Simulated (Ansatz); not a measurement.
A distorted cell of BaGaGeH (space group P3m1):

```yaml
crystal:
  lattice:
    - [4.30636, 0.00000, 0.00000]
    - [-2.15318, 3.72942, 0.00000]
    - [0.00000, 0.00000, 5.09325]
  atoms:
    - { symbol: Ba, position: [0.33333, 0.66667, 0.99969] }
    - { symbol: Ga, position: [0.00000, 0.00000, 0.54674] }
    - { symbol: Ge, position: [0.67323, 0.34647, 0.44845] }
    - { symbol: H, position: [0.00000, 0.00000, 0.88699] }
```

Method: PBEsol (plane waves to 420 eV, PAW, scalar-relativistic; Ansatz, an electronic-structure program). k mesh 7×7×5 (Γ-centred), Fermi-Dirac smearing 0.05 eV. The energy includes the smearing's −TS. Compression counts positive. BaGaGeH was relaxed with its symmetry unable to fall.

Problem. What forces act on the atoms (eV/Å, Cartesian)?

Solution. 
| atom | Fx | Fy | Fz |
|---|---|---|---|
| Ba1 | 0.000 | 0.049 | 0.015 |
| Ga2 | 0.000 | 0.328 | 0.011 |
| Ge3 | 0.000 | -0.413 | -0.032 |
| H4 | 0.000 | 0.037 | 0.006 |

Problem. In it atom 3 sits (0.000, 0.049, 0.010) Å away from its relaxed site. What is its energy relative to the relaxed cell?

Solution. 10.1 meV/cell.

(For displaced atoms, the force is minus the slope of the energy, and its curvature is a force constant, which sets phonon frequencies.)
